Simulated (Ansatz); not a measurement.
Input file for Ansatz (a program for electronic structure):

Ansatz 0.2 input:
```yaml
crystal:
  lattice:
    - [3.9763917283, 0.0, 0.0]
    - [0.0, 3.9763917283, 0.0]
    - [0.0, 0.0, 3.9763917283]
  atoms:
    - { symbol: K, position: [0.0, 0.0, 0.0] }
    - { symbol: Mg, position: [0.5, 0.5, 0.5] }
    - { symbol: H, position: [0.5, 0.0, 0.5] }
    - { symbol: H, position: [0.0, 0.5, 0.5] }
    - { symbol: H, position: [0.5, 0.5, 0.0] }
kpoints:
  mp_grid: { grid: [6, 6, 6] }
basis: { xc_grid: 2 }
hamiltonian:
  xc: pbesol
  pseudopotentials: { kind: paw }
scf:
  occupations: { method: fixed }
output:
  optics: { e_range: [0.0, 15.0], de: 0.05, sigma: 0.1, bands: { spectra_wanted_up_to: 12 eV } }
```

Output (shortened):

```
output.optics: the spectra are integrated over the Brillouin zone by k·p interpolation around the k-points, where levels, occupations, output.optics.sigma and …
Pseudopotentials: kind: paw
Pseudopotential: K, paw, valence charge 9
Pseudopotential: Mg, paw, valence charge 10
Pseudopotential: H, paw, valence charge 1
Functional definition: PBEsol
Crystal: 5 atoms, lattice volume = 62.873 Å³
Basis set: ecut = 420 eV, 1237 PW (Γ), exchange–correlation on 54×54×54 points (8 copies of the dense FFT grid, shifted against one another)
Bands: 16, of which v1, the nominal top of the filled ones, is band 11 counted from 1 (10 counted from 0)
Symmetry: 48 space group operations
Space group: Pm-3m (ITA 221), of the structure as read, at distance tolerance 4.0e-5 Å
k-points: 20 of 216
PAW frozen core: K, regenerated for the run's functional, and the local potential with it
PAW frozen core: Mg, regenerated for the run's functional, and the local potential with it
Initial wavefunctions: pseudopotential atomic-orbital guess
Eigensolver: davidson
Functional: x = pbesol(κ = 0.804, μ = 0.12345679012345678), c = pbesol(β = 0.046)
SCF iter   1: F=—  HF=-3476.417496 eV  |F-HF|=—  |Δ(HF+E_count)|=         —  Δρ=6.98e-3  dr2=2.39e-2  ethr=1.77e-3  ⟨swp⟩=4.8  Hψ=1482  notcnv=0  defer=47
all-band conjugate gradients solve this SCF's bands
preconditioner: auto → Resta (q_TF=auto, 2.290 Å⁻¹)
SCF iter   2: F=—  HF=-3476.409898 eV  |F-HF|=—  |Δ(HF+E_count)|=   7.60e-3  Δρ=3.11e-3  dr2=5.15e-3  ethr=1.08e-4  ⟨swp⟩=1.8  Hψ=519  notcnv=0  defer=51
SCF iter   3: F=—  HF=-3476.408185 eV  |F-HF|=—  |Δ(HF+E_count)|=   1.71e-3  Δρ=2.47e-4  dr2=2.36e-5  ethr=2.34e-5  ⟨swp⟩=2.0  Hψ=424  notcnv=0  defer=56
SCF iter   4: F=—  HF=-3476.408230 eV  |F-HF|=—  |Δ(HF+E_count)|=   4.47e-5  Δρ=6.91e-5  dr2=2.17e-6  ethr=1.07e-7  ⟨swp⟩=2.1  Hψ=508  notcnv=0  defer=38
SCF iter   5: F=—  HF=-3476.408229 eV  |F-HF|=—  |Δ(HF+E_count)|=   2.73e-7  Δρ=1.31e-5  dr2=1.01e-7  ethr=9.85e-9  ⟨swp⟩=2.0  Hψ=518  notcnv=0  defer=20
SCF iter   6: F=—  HF=-3476.408229 eV  |F-HF|=—  |Δ(HF+E_count)|=   1.81e-8  Δρ=2.05e-6  dr2=1.98e-9  ethr=4.59e-10  ⟨swp⟩=2.0  Hψ=500  notcnv=0  defer=20
SCF iter   7: F=—  HF=-3476.408229 eV  |F-HF|=—  |Δ(HF+E_count)|=   2.13e-9  Δρ=4.74e-7  dr2=5.60e-11  ethr=9.02e-12  ⟨swp⟩=2.3  Hψ=486  notcnv=0  defer=20
SCF iter   8: F=-3476.408229 eV  HF=-3476.408229 eV  |F-HF|=4.55e-13  |Δ(HF+E_count)|=  2.14e-11  Δρ=5.35e-8  dr2=1.07e-12  ethr=1.00e-12  ⟨swp⟩=7.6  Hψ=1518  notcnv=0
SCF 1 converged in 8 iterations: F = -3476.408229 eV  dr2 = 1.07e-12
NSCF: frozen V_eff on 20 k-points
Optics k sum: 0 of 20 k-points
Optics k sum: 1 of 20 k-points
Optics k sum: 2 of 20 k-points
Optics k sum: 3 of 20 k-points
Optics k sum: 4 of 20 k-points
Optics k sum: 5 of 20 k-points
Optics k sum: 6 of 20 k-points
Optics k sum: 7 of 20 k-points
Optics k sum: 8 of 20 k-points
Optics k sum: 9 of 20 k-points
Optics k sum: 10 of 20 k-points
Optics k sum: 11 of 20 k-points
Optics k sum: 12 of 20 k-points
Optics k sum: 13 of 20 k-points
Optics k sum: 14 of 20 k-points
Optics k sum: 15 of 20 k-points
Optics k sum: 16 of 20 k-points
Optics k sum: 17 of 20 k-points
Optics k sum: 18 of 20 k-points
Optics k sum: 19 of 20 k-points
Optics k sum: 20 of 20 k-points
Optics k sum: 0 of 20 k-points
Optics k sum: 1 of 20 k-points
Optics k sum: 2 of 20 k-points
Optics k sum: 3 of 20 k-points
Optics k sum: 4 of 20 k-points
Optics k sum: 5 of 20 k-points
Optics k sum: 6 of 20 k-points
Optics k sum: 7 of 20 k-points
Optics k sum: 8 of 20 k-points
Optics k sum: 9 of 20 k-points
Optics k sum: 10 of 20 k-points
Optics k sum: 11 of 20 k-points
Optics k sum: 12 of 20 k-points
Optics k sum: 13 of 20 k-points
Optics k sum: 14 of 20 k-points
Optics k sum: 15 of 20 k-points
Optics k sum: 16 of 20 k-points
Optics k sum: 17 of 20 k-points
Optics k sum: 18 of 20 k-points
Optics k sum: 19 of 20 k-points
Optics k sum: 20 of 20 k-points
output.optics: what the bands over the 28 summed would add to eps1, eps2 and the energy-loss function is held between a lower and an upper bound (7 Lanczos …
SCF converged after 8 iterations
Free energy (F): -3476.408229 eV
Harris-Foulkes:  -3476.408229 eV  (|F-HF|=4.55e-13)
Internal energy: -3476.408229 eV  (E = F + TS)
E sigma→0 (E₀):  -3476.408229 eV
Fermi energy:    3.333428 eV
--- Per-component energies (eV) ---
  E_band       = -465.011879
  E_kinetic    = 370.661318
  E_local      = -2238.362547  (includes V_loc(G=0)·N_el)
  E_nonlocal   = 113.412539
  E_hartree    = 791.552296
  E_xc         = -189.355393
  E_vxc        = -236.371565  (∫ρ·V_xc dr)
  E_paw        = -1044.141163  (= ΣΔE_a)
  E_vpaw       = -57.452711  (= ΣTr[D̂ρ^β])
  E_aug_tail   = -0.003523  (compensation charges beyond the density's cutoff)
  E_ewald      = -1280.338503
  E_core_change = 0.166747  (= ΣΔE_core)
  E_smearing   =  0.000000  (= −TS)
  E_closure    =  0.000000  (closes the sum)
  Σ components = -3476.408229   (vs F -3476.408229, Δ=0.00e0)
  [band-id]    e_kinetic+e_local+e_nonlocal+2·e_hartree+e_vxc+e_vpaw+e_augmentation_tail = -465.011897   (vs E_band -465.011879, Δ=-1.74e-5)
--- Band table (eV; the first three rows and the last of 20) ---
  k-point 0: bands = ["-70.5147", "-37.4566", "-37.4566", "-37.4566", "-25.4661", "-8.9935", "-8.9935", "-8.9935", "-2.3464", "2.8308", "2.8308", "9.0876", "9.0876", "9.0876", "11.4269", "11.4269"]
  k-point 1: bands = ["-70.5147", "-37.4571", "-37.4566", "-37.4566", "-25.4623", "-9.0694", "-8.9875", "-8.9875", "-2.0688", "2.3908", "2.9415", "8.9693", "8.9693", "9.2659", "10.6919", "11.7045"]
  k-point 2: bands = ["-70.5147", "-37.4580", "-37.4565", "-37.4565", "-25.4549", "-9.2143", "-8.9755", "-8.9755", "-1.3229", "1.3253", "3.1908", "8.7235", "8.7235", "9.5500", "10.0761", "12.2783"]
  k-point 19: bands = ["-70.5146", "-37.4583", "-37.4583", "-37.4583", "-25.4244", "-9.1510", "-9.1510", "-9.1510", "1.1469", "1.1469", "1.1469", "5.6973", "8.9172", "8.9172", "8.9172", "13.6083"]
  band table: 16 of 16 bands, residual norms ≤ 1.0e-3 eV
```

Cost: about 23 core-seconds (a rough figure) on shared cores.

The first step of the workflow began from a Materials Project structure, measured or hypothetical; the Crystallography Open Database files this formula in space group No. 221, but the cells were not matched. Its standing as an ambient phase is unchecked. The cell was relaxed with PBEsol under the symmetry of its start; its stability against distortions is not shown here.

Potentials: the later of the program's two PAW sets.

Ansatz is a plane-wave DFT program.
